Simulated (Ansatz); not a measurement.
## Run times of several calculations on HfO2 with hydrogen replacing O

HfO2 with hydrogen replacing O, neutral cell. Cell: 24 atoms, space group F-43m, a = 7.234 Å, b = 7.234 Å, c = 7.234 Å, α = 60.00°, β = 60.00°, γ = 60.00°.

All runs are DFT with Ansatz 0.2.0 on 1 thread of Arm Neoverse V1 (aarch64; 8 cores open to the job, memory cap 3.0 GiB, no GPU), a shared host.

Question: Rank the runs by wall time, shortest first.
A. relaxation of the ions, PBE, collinear spin, 420 eV, 3×3×3 k-points, smearing 0.01 eV
B. single point, PBE, collinear spin, 420 eV, 3×3×3 k-points, smearing 0.01 eV
C. single point at relaxed positions, r2SCAN, collinear spin, 500 eV, 3×3×3 k-points, smearing 0.01 eV

Answer: B (98 s, 0.86 GiB), C (4 min, 1.4 GiB), A (6.7 min, 1.1 GiB).
